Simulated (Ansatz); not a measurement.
BN (zinc blende, F-43m), the program Ansatz at the PBE level (PAW). The conduction-band minimum lies at X, with 3 equivalent valleys. Second derivatives d²E/dk² of the lowest band at one valley (eV·Å²), along Cartesian directions:

```csv
direction,d²E/dk²
[100],8.334
[010],25.39
[001],25.39
[110],16.86
[101],16.86
[011],25.38
```

Task: Find the principal effective masses, the density-of-states mass and the conductivity mass.

Result: Off-diagonal terms follow from H_xy = H[110] − (H_xx + H_yy)/2, and m*/mₑ = 7.620 eV·Å² over each eigenvalue: 0.30, 0.30, 0.91. One valley's DOS mass (m₁m₂m₃)^(1/3) = 0.44, conductivity mass 3/(Σ 1/mᵢ) = 0.39 mₑ.

Task: What effective density of states Nc follows at 300 K for parabolic valleys?

Result: Nc = 2.509e19 × 3 × (0.44)^(3/2) ≈ 2.2e19 cm⁻³.

Task: With the computed static dielectric constant 6.97 (mean of the diagonal), estimate a hydrogenic donor's binding energy and radius.

Result: E = 13.606 eV × 0.39/6.97² ≈ 110 meV; a = 0.529 Å × ε/m* ≈ 9.5 Å. Semilocal masses tend to be too small where the gap is.

Task: With ε∞ = 4.61 and ω_LO = 1262 cm⁻¹, what Fröhlich coupling constant follows?

Result: α = (1/ε∞ − 1/ε0) √(m* × 13.606 eV/ħω_LO) = 0.43.

The cell was relaxed with PBE under the symmetry of its start; phonons on a q-mesh show no instability.

Potentials: the later of the program's two PAW sets.
